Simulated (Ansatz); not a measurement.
## Calculated ¹⁷O nuclear quadrupole resonance for SiO2 at a changed volume

Cell: a structure deposited in the COD, relaxed with PBE at fixed cell and then changed (volume scaled by 1.04, ions relaxed).

Space group P4_2/mnm (No. 136); a = 4.2215, c = 2.6996 Å.

```csv
site,Wyckoff,site symmetry,x,y,z
Si,2a,m.mm,0.0000,0.0000,0.0000
O,4f,m.2m,0.3066,0.3066,0.0000
```

One atom of each set is listed.

The numbers come from a DFT calculation in Ansatz (PBE, plane waves and PAW, scalar-relativistic, 420 eV cutoff, Γ-centred 7×7×11 k-points, Fermi–Dirac smearing 0.02 eV).

¹⁷O: I = 5/2, Q = -25.58 mb (year-2017 value). Static lattice, zero field.

Problem. Predict the zero-field ¹⁷O lines of each site.

Solution. For I = 5/2 and η = 0 the lines are 3|C_Q|/20 and twice that; η pulls their ratio below 2.

```csv
site,atoms,V_zz (10²¹ V/m²),C_Q (MHz),η,line frequencies (MHz)
O,4,-11.40,7.05,0.14,"1.08, 2.11"
```

At O V_zz stands upright on the plane through its three neighbours (within 1°).

The relaxation (4 steps) took 6.2 s of wall time (6 s of CPU time) and 0.42 GiB at its peak, on 1 thread of Intel Xeon 6975P-C (Granite Rapids) (x86_64; 16 cores open to the job, memory cap 3.0 GiB, no GPU), a shared host with a load of 0.4 a core.
